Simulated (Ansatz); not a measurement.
SiGe3:
```
CELL_PARAMETERS angstrom
      3.96655     0.00000     0.00000
      0.00000     3.96655     0.00000
      0.00000     0.00000     5.59420
ATOMIC_POSITIONS crystal
  Si 0.00000 0.00000 0.00000
  Ge 0.50000 0.00000 0.24409
  Ge 0.50000 0.50000 0.50000
  Ge 0.00000 0.50000 0.75591
```

Relaxed with PBEsol. Special points in fractions of this cell's reciprocal vectors: Γ (0.000, 0.000, 0.000); X (0.000, 0.500, 0.000); M (0.500, 0.500, 0.000); Z (0.000, 0.000, 0.500); R (0.000, 0.500, 0.500); A (0.500, 0.500, 0.500).

Problem. List the band energies nearest the valence-band maximum at these points for plane-wave PAW PBEsol with spin–orbit coupling (Ansatz code).

Solution. In eV from the valence-band maximum; about four levels below and three above (degenerate sets whole), none deeper than 8.9 eV; points with the same levels are listed once.

```
k                    below                above
-  -----------------------  -------------------
Γ    -0.03 -0.03 0.00 0.00  0.52 0.52 0.53 0.53
X  -1.72 -1.72 -1.42 -1.42  1.80 1.80 2.12 2.12
M  -3.08 -3.08 -3.04 -3.04  0.33 0.33 0.51 0.51
Z  -1.98 -1.98 -1.95 -1.95  0.66 0.66 1.06 1.06
R  -1.40 -1.40 -1.24 -1.24  0.14 0.14 0.60 0.60
A  -3.97 -3.97 -3.96 -3.96  4.13 4.13 4.19 4.19
```

Space group P-4m2. The start of the workflow was typed in or built on a structure type; neither database checked (COD, Materials Project) lists it. Its standing as an ambient phase is unchecked. The PBEsol relaxation kept the symmetry of its start; whether a distortion lowers the energy is not shown.

Potentials: the earlier of the program's two PAW sets. The files were generated under PBE; for other functionals the program regenerates the frozen cores, and for LDA and PBEsol the local potential too.
